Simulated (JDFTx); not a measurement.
An input for a modified build of JDFTx (Ti(0001), CANDLE, water, 1 M KF; bohr, hartree) and the course of its log:

```
lattice \
  5.5477258648 2.7738629324 0.0000000000 \
  0.0000000000 4.8044715411 0.0000000000 \
  0.0000000000 0.0000000000 43.4637008664
coords-type Lattice
ion Ti 0.6666666668 0.6666666668 -0.1513323910 0
ion Ti 0.0000000002 0.0000000002 -0.0504441300 0
ion Ti 0.6666666668 0.6666666668 0.0504441300 0
ion Ti 0.0000000002 0.0000000002 0.1513323910 0
ion-species pseudo/ti_pbe_v1.4.upf
elec-cutoff 10 50
elec-ex-corr gga-PBE
coulomb-interaction Slab 001
coulomb-truncation-embed 0 0 0
kpoint-folding 8 8 1
elec-smearing Fermi 0.01
elec-n-bands 34
target-mu -0.166842
electronic-scf nIterations 100 energyDiffThreshold 1e-07
fluid LinearPCM
pcm-variant CANDLE
fluid-solvent H2O
fluid-cation K+ 1
fluid-anion F- 1
fluid-minimize nIterations 400 knormThreshold 1e-11
wavefunction read f0.wfns
elec-initial-eigenvals f0.eigenvals
elec-initial-fillings read f0.fillings
fluid-initial-state f0.fluidState
dump-name f0_u0.$VAR
dump End State Ecomponents EigStats BandEigs Forces ElecDensity IonicPositions Fillings Kpoints Dtot FluidDebug BoundCharge FluidDensity
```

```
[one cycle in 5 is shown, and the last three; fluid-solver lines are left out]
	FillingsUpdate:  mu: -0.166842000  nElectrons: 44.664256
SCF: Cycle:  0   G: -219.707651059746212   dG: +5.323e+00   |Residual|: 2.157e-01   |deigs|: 2.398e-09
	FillingsUpdate:  mu: -0.166842000  nElectrons: 47.623687
SCF: Cycle:  5   G: -224.980137958111072   dG: -8.018e-02   |Residual|: 2.738e-02   |deigs|: 2.684e-03
	FillingsUpdate:  mu: -0.166842000  nElectrons: 47.755620
SCF: Cycle: 10   G: -225.016708975069690   dG: -2.188e-02   |Residual|: 1.078e-02   |deigs|: 4.372e-04
	FillingsUpdate:  mu: -0.166842000  nElectrons: 48.038927
SCF: Cycle: 15   G: -225.022010727769867   dG: -1.792e+00   |Residual|: 1.287e-02   |deigs|: 1.105e-02
	FillingsUpdate:  mu: -0.166842000  nElectrons: 47.068744
SCF: Cycle: 20   G: -224.794391095854650   dG: +6.217e-02   |Residual|: 4.923e-02   |deigs|: 5.205e-04
	FillingsUpdate:  mu: -0.166842000  nElectrons: 44.784608
SCF: Cycle: 25   G: -221.516431362738928   dG: +9.396e-01   |Residual|: 1.949e-01   |deigs|: 2.497e-03
	FillingsUpdate:  mu: -0.166842000  nElectrons: 47.070970
SCF: Cycle: 30   G: -224.878256467744507   dG: +1.473e-01   |Residual|: 4.116e-02   |deigs|: 3.699e-03
	FillingsUpdate:  mu: -0.166842000  nElectrons: 47.641220
SCF: Cycle: 35   G: -225.031867891404829   dG: -2.344e-03   |Residual|: 2.187e-03   |deigs|: 2.421e-04
	FillingsUpdate:  mu: -0.166842000  nElectrons: 47.622244
SCF: Cycle: 40   G: -225.031473597516197   dG: -3.409e-04   |Residual|: 3.129e-03   |deigs|: 4.819e-05
	FillingsUpdate:  mu: -0.166842000  nElectrons: 47.608818
SCF: Cycle: 45   G: -225.031432696907785   dG: +6.444e-05   |Residual|: 3.588e-03   |deigs|: 1.704e-05
	FillingsUpdate:  mu: -0.166842000  nElectrons: 47.638634
SCF: Cycle: 50   G: -225.032317944971311   dG: -4.443e-04   |Residual|: 1.345e-03   |deigs|: 9.452e-05
	FillingsUpdate:  mu: -0.166842000  nElectrons: 47.600658
SCF: Cycle: 55   G: -225.031905280501803   dG: -4.332e-04   |Residual|: 2.444e-03   |deigs|: 6.846e-05
	FillingsUpdate:  mu: -0.166842000  nElectrons: 47.624609
SCF: Cycle: 60   G: -225.032494625236097   dG: -2.455e-05   |Residual|: 1.197e-04   |deigs|: 5.081e-05
	FillingsUpdate:  mu: -0.166842000  nElectrons: 47.615985
SCF: Cycle: 65   G: -225.032493039298743   dG: -5.850e-06   |Residual|: 1.810e-04   |deigs|: 9.894e-06
	FillingsUpdate:  mu: -0.166842000  nElectrons: 47.619330
SCF: Cycle: 70   G: -225.032496185688814   dG: -3.795e-07   |Residual|: 2.043e-04   |deigs|: 4.199e-06
	FillingsUpdate:  mu: -0.166842000  nElectrons: 47.616784
SCF: Cycle: 75   G: -225.032487102832107   dG: +8.114e-06   |Residual|: 3.009e-04   |deigs|: 2.618e-05
	FillingsUpdate:  mu: -0.166842000  nElectrons: 47.619279
SCF: Cycle: 80   G: -225.032492246869623   dG: -1.038e-06   |Residual|: 3.774e-04   |deigs|: 1.121e-05
	FillingsUpdate:  mu: -0.166842000  nElectrons: 47.615653
SCF: Cycle: 85   G: -225.032495539912674   dG: +7.971e-07   |Residual|: 1.801e-04   |deigs|: 8.455e-06
	FillingsUpdate:  mu: -0.166842000  nElectrons: 47.614494
SCF: Cycle: 90   G: -225.032496263208429   dG: +2.734e-07   |Residual|: 9.700e-05   |deigs|: 7.111e-06
	FillingsUpdate:  mu: -0.166842000  nElectrons: 47.614882
SCF: Cycle: 95   G: -225.032496434426093   dG: +9.592e-08   |Residual|: 7.110e-05   |deigs|: 1.135e-06
	FillingsUpdate:  mu: -0.166842000  nElectrons: 47.614972
SCF: Cycle: 97   G: -225.032496538104056   dG: -1.199e-07   |Residual|: 6.292e-05   |deigs|: 1.319e-06
	FillingsUpdate:  mu: -0.166842000  nElectrons: 47.614920
SCF: Cycle: 98   G: -225.032496470990282   dG: +6.711e-08   |Residual|: 6.896e-05   |deigs|: 8.497e-07
	FillingsUpdate:  mu: -0.166842000  nElectrons: 47.613973
SCF: Cycle: 99   G: -225.032495197518415   dG: +1.273e-06   |Residual|: 1.126e-04   |deigs|: 7.729e-06
SCF: None of the convergence criteria satisfied after 100 iterations.
IonicMinimize: Iter:   0  G: -225.032495197518415  |grad|_K:  0.000e+00
IonicMinimize: Converged (|grad|_K<1.000000e-04).
```

This run gave no converged result. The loop ran out of cycles short of its threshold. It has stalled and not diverged: the last ten energies span 1e-06 Ha, so the total is near its end, but levels, forces and the electron count aren't shown converged.
